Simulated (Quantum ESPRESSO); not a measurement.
# Al4Au2TaHf: one composition in several site orders

Computed values, not a measurement. The program is pw.x of Quantum ESPRESSO 7.5 (plane-wave density functional theory). The cell is made up: eight metal atoms on a face-centred cubic lattice, with elements, volume, strain and displacements drawn at random and not relaxed, so it may be unstable or far from any real phase. PseudoDojo standard norm-conserving files set the functional (PBE unless stated); there is no spin polarisation or spin-orbit coupling, the Fermi-Dirac width of 0.25 eV means electrons at about 2900 K, and the masses in the input are unused placeholders. Heavy elements are run without spin-orbit coupling, which real alloys of them have. A spin test at this wide smearing found no moment, but such smearing suppresses magnetism that the real alloy may have.

The runs put one composition on the sites in different orders. Cell, positions, cutoff, mesh and smearing stay as in the input of run 1; sites are counted in its order. Stress in the tables is positive in tension.

Input of run 1:

```
&control calculation='scf', pseudo_dir='./dojo.nc.sr.pbe.v0_5.standard.upf', outdir='./o', disk_io='minimal', tprnfor=.true., tstress=.true. /
&system ibrav=0, nat=8, ntyp=4, nbnd=48, ecutwfc=75.99759826, nosym=.true., tot_charge=0,
 occupations='smearing', smearing='fd', degauss=0.0183746611
/
&electrons conv_thr=1.470e-08, electron_maxstep=70, mixing_beta=0.5 /
ATOMIC_SPECIES
Al 1.0 Al.upf
Au 1.0 Au.upf
Hf 1.0 Hf.upf
Ta 1.0 Ta.upf
CELL_PARAMETERS angstrom
-2.0483 -4.0967 -2.0483
-4.0967 2.0483 2.0483
0.0 4.0967 -4.0967
ATOMIC_POSITIONS angstrom
Al 0.067 -0.0314 0.0773
Au -0.039 2.0845 -2.0855
Ta -2.1128 2.0428 -0.0868
Al -2.1544 4.0429 -2.0549
Au -1.9533 0.0 -1.9848
Al -2.1563 2.0492 -4.0881
Hf -4.098 0.0507 0.1099
Al -4.0936 2.1154 -1.979
K_POINTS automatic
5 5 4 1 1 1
```

| run | elements on sites 1 to 8 | free energy less that of run 1 (eV) | -TS (eV) | pressure (GPa) | stress xx (GPa) | stress yy (GPa) | stress zz (GPa) | stress yz (GPa) | stress xz (GPa) | stress xy (GPa) | iterations |
| --- | --- | --- | --- | --- | --- | --- | --- | --- | --- | --- | --- |
| 1 | Al Au Ta Al Au Al Hf Al | 0.000 | -0.992 | 3.51 | -3.46 | -5.10 | -1.95 | -2.08 | -0.38 | 0.81 | 13 |
| 2 | Au Al Al Au Al Ta Hf Al | 0.110 | -0.972 | 4.32 | -4.34 | -7.06 | -1.56 | -2.72 | 1.16 | 0.70 | 12 |
| 3 | Au Al Al Al Hf Al Au Ta | -0.060 | -0.973 | 4.46 | -3.14 | -5.58 | -4.64 | 0.77 | -0.75 | -1.15 | 12 |
| 4 | Au Au Al Ta Al Al Hf Al | 0.109 | -0.976 | 4.40 | -4.81 | -5.39 | -3.00 | 1.02 | 1.39 | 1.14 | 12 |
| 5 | Hf Al Ta Au Au Al Al Al | -0.101 | -0.954 | 3.75 | -1.78 | -6.21 | -3.27 | 0.56 | 0.05 | 1.60 | 12 |
| 6 | Au Au Al Al Ta Hf Al Al | -0.162 | -0.908 | 3.32 | 0.03 | -5.19 | -4.81 | 1.80 | 0.49 | 0.33 | 13 |

Forces Fx Fy Fz (eV/Å):

```
site              run 1              run 2             run 3              run 4              run 5              run 6
   1    -0.14 0.64 0.01    -0.43 0.77 0.02   -0.59 0.35 0.55    -0.34 0.95 0.20   -0.15 1.40 -0.41    0.37 0.45 -0.50
   2    0.33 0.58 -0.35     0.07 0.29 0.03    0.66 0.27 0.22   -0.43 -0.46 0.67    0.09 -0.49 0.96    0.43 -0.20 0.70
   3    1.35 -0.15 1.56     0.55 0.41 0.69    0.24 0.57 0.61     0.59 0.18 0.50     0.33 0.52 1.12     0.42 0.32 0.50
   4     0.86 0.32 0.06    1.19 -0.14 1.15    0.40 0.55 0.49     1.87 1.10 0.53   0.53 -0.29 -0.16     0.54 0.59 0.57
   5  -1.01 -0.03 -0.27   -0.64 0.18 -0.14  -1.29 0.13 -0.85   -0.97 0.31 -0.22  -0.48 -0.30 -0.58  -1.85 -0.04 -0.29
   6   -0.07 -0.27 0.09     0.38 0.02 0.06   0.00 -0.62 0.20   -0.12 -0.13 0.15   0.00 -0.05 -0.12   0.03 -0.22 -0.04
   7  -1.02 -0.85 -1.05  -0.73 -0.97 -1.56  0.39 -0.66 -0.68  -0.35 -1.13 -1.63  -0.08 -0.47 -0.86   0.09 -0.06 -0.91
   8  -0.29 -0.25 -0.05  -0.40 -0.56 -0.25  0.17 -0.58 -0.55  -0.24 -0.81 -0.21   -0.25 -0.31 0.05  -0.02 -0.83 -0.03
```

The sites are displaced and not relaxed, so the energy differences mix bonding between neighbours with strain and are not ordering energies. A rerun of one cell of this series at a higher cutoff and on a denser mesh moved values by no more than 0.002 eV in energy, 0.08 GPa in stress and 0.008 eV/Å in force, and a second program with other atomic files agreed on that cell to 2 % rms in force and 0.5 GPa in pressure.